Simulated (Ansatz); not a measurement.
Here is the system:

SiBCN:
```xyz
4
Lattice="1.4218 0.8209 4.6810 -1.4218 0.8209 4.6810 0.0000 -1.6417 4.6810" Properties=species:S:1:pos:R:3 pbc="T T T"
B      0.0000     0.0000    13.9536
N      0.0000     0.0000     1.6776
Si     0.0000     0.0000     7.0828
C      0.0000     0.0000     8.8831
```

This is the PBE-relaxed structure. Cartesian axes are those of the cell as given.

Task: All from the program Ansatz at the PBE level (PAW), unless another level is named. Estimate the hole effective mass, band 1 of 2 at the edge.

Result: 0.63 along x, 4.2 along z (mₑ).

Task: Predict the band gap.

Result: 0.29 eV (indirect).

Task: What about the smallest direct gap on the standard path?

Result: 2.33 eV.

Task: Give the conduction-band minimum.

Result: at F (3 equivalent valleys).

Space group R3m. The start of the workflow was typed in or built on a structure type; neither database checked (COD, Materials Project) lists it. Its standing as an ambient phase is unchecked. The cell was relaxed with PBE under the symmetry of its start; whether a distortion lowers the energy is not shown. The volume moved by -18 % from the start of the relaxation.

Potentials: the earlier of the program's two PAW sets.
